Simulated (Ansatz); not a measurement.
SnSe:
```
SnSe
1.0
   11.67552     0.00000     0.00000
    0.00000     4.12343     0.00000
    0.00000     0.00000     4.64891
Se Sn
4 4
Direct
  0.85281   0.25000   0.48548
  0.64719   0.75000   0.98548
  0.35281   0.25000   0.01452
  0.14719   0.75000   0.51452
  0.12096   0.25000   0.12271
  0.37904   0.75000   0.62271
  0.62096   0.25000   0.37729
  0.87904   0.75000   0.87729
```

Relaxed with r²SCAN+D4.

**Question.** Decompose the optical modes at the zone centre into irreducible representations, and say which are infrared and Raman allowed.

**Answer.** Point group mmm: Γ_opt = 4Ag + 2Au + 2B1g + 3B1u + 4B2g + B2u + 2B3g + 3B3u. Infrared: B1u, B2u, B3u. Raman: Ag, B1g, B2g, B3g.

**Question.** Assign frequencies (DFPT, DFT-r²SCAN+D4 in the program Ansatz with PAW potentials; without the LO–TO term).

**Answer.** B3g 31, Ag 32, B2g 46, Au 54, B1g 57, B3u 63, Ag 67, B1u 74, B2g 76, B2u 121, B3g 127, Au 136, B1g 140, B3u 143, B1u 147, Ag 149, B1u 152, Ag 154, B3u 161, B2g 161, B2g 195 cm⁻¹.

Subscripts of B labels follow the axes of the standard setting.

Space group Pnma. Symmetry was held in the r²SCAN+D4 relaxation. Spin–orbit coupling is left out wherever it is not named.

Potentials: the later of the program's two PAW sets.
